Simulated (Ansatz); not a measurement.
Starting cell, ScAu (CsCl type):

```
CELL_PARAMETERS angstrom
      6.63958     0.00000     0.00000
      3.31979     3.31979     0.00000
      0.00000     0.00000     3.31979
ATOMIC_POSITIONS crystal
  Sc 0.00000 0.50000 0.50000
  Sc 0.50000 0.50000 0.50000
  Au 0.00000 0.00000 0.00000
  Au 0.50000 0.00000 0.00000
```

The atoms are displaced by Q × the pattern below (from a DFPT mode at M = (0.5, 0.5, 0.0), largest move 1; Q in Å), at fixed cell. It is one choice among 2 degenerate patterns. (q is in reciprocal vectors of the primitive cell; the cell shown is doubled to hold the pattern.)

| atom | x | y | z |
|---|---|---|---|
| Sc1 | 0.518 | 0.000 | 0.000 |
| Sc2 | -0.518 | 0.000 | 0.000 |
| Au3 | 0.000 | 1.000 | 0.000 |
| Au4 | 0.000 | -1.000 | 0.000 |

Method: LDA (plane waves to 420 eV, PAW, scalar-relativistic; Ansatz, a program for electronic structure). k mesh 14×14×14 (Γ-centred), Fermi-Dirac smearing 0.05 eV. The energy includes the smearing's −TS. With partly filled bands, energies and forces of such displacements shift with the k mesh and the smearing. ScAu is run without spin polarisation. ScAu was relaxed with its symmetry unable to fall. Spin-orbit coupling is left out, though Au is heavy. The zero of ΔE is the undisplaced structure. The last digit holds for this mesh only.

```json
[
 {"Q (Å)": "-0.1760", "ΔE (meV/cell)": "2.98"},
 {"Q (Å)": "-0.1467", "ΔE (meV/cell)": "withheld"},
 {"Q (Å)": "-0.1173", "ΔE (meV/cell)": "-3.38"},
 {"Q (Å)": "-0.0880", "ΔE (meV/cell)": "-2.79"},
 {"Q (Å)": "-0.0587", "ΔE (meV/cell)": "-1.51"},
 {"Q (Å)": "-0.0293", "ΔE (meV/cell)": "-0.42"},
 {"Q (Å)": "0.0000", "ΔE (meV/cell)": "0.00"},
 {"Q (Å)": "0.0293", "ΔE (meV/cell)": "-0.42"},
 {"Q (Å)": "0.0587", "ΔE (meV/cell)": "-1.51"},
 {"Q (Å)": "0.0880", "ΔE (meV/cell)": "-2.79"},
 {"Q (Å)": "0.1173", "ΔE (meV/cell)": "-3.38"},
 {"Q (Å)": "0.1467", "ΔE (meV/cell)": "withheld"},
 {"Q (Å)": "0.1760", "ΔE (meV/cell)": "2.98"}
]
```

Task: Fit an even polynomial form (powers 2, 4, 6) to the given rows and predict ΔE at Q = 0.1467.

Result: Least squares on the 11 given rows: ΔE = (-502.5)·Q² + (18130)·Q⁴ + (38620)·Q⁶, in meV/cell with Q in Å; root-mean-square residual 0.003 meV/cell. At 0.1467 the fit gives -2.03 meV/cell; the calculation gives -2.02 meV/cell, so the interpolation is off by -0.01 (-0.5 %). The quadratic term alone would give -10.81 meV/cell: it is negative, as the undisplaced cell is unstable along this move.

(For displaced atoms, the force is minus the slope of the energy, and its curvature is a force constant, which sets phonon frequencies.)
